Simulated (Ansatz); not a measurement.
A structure of KCaBr$_{3}$ relaxed with r2SCAN (plane waves to 500 eV, PAW, scalar-relativistic; Ansatz, a program for electronic structure); single points at other levels follow on the same geometry (Ansatz, PAW; HSE06 at 420 eV on a 3×2×3 k-mesh; no spin-orbit coupling). Space group Pnma (No. 62).

```cif
data_Br12Ca4K4
_chemical_formula_sum 'K4 Ca4 Br12'
_space_group_name_H-M_alt 'Pnma'
_space_group_IT_number 62
_space_group_name_Hall '-P 2ac 2n'
_cell_length_a 8.03417
_cell_length_b 10.98998
_cell_length_c 7.56884
_cell_angle_alpha 90.000
_cell_angle_beta 90.000
_cell_angle_gamma 90.000
loop_
_atom_site_label
_atom_site_type_symbol
_atom_site_symmetry_multiplicity
_atom_site_Wyckoff_symbol
_atom_site_fract_x
_atom_site_fract_y
_atom_site_fract_z
_atom_site_occupancy
K1 K 4 c 0.08064 0.75000 0.47139 1
Ca1 Ca 4 a 0.00000 0.00000 0.00000 1
Br1 Br 4 c 0.03020 0.25000 0.11024 1
Br2 Br 8 d 0.19573 0.05548 0.68961 1
```

```csv
level,gap (eV),kind,conduction minimum
r2SCAN,5.43,direct,Γ
HSE06,5.89,–,Γ
```

For this cell size the semilocal gaps come from the SCF mesh and high-symmetry points. No spin polarisation in the result.

The run could not lose the symmetry of its start.

The first start was generated by placing the elements on the sites of a structure type. Materials Project lists a structure of KCaBr3 in the same space group, Pnma (No. 62); the sites were not compared with it, nor with measured phases.
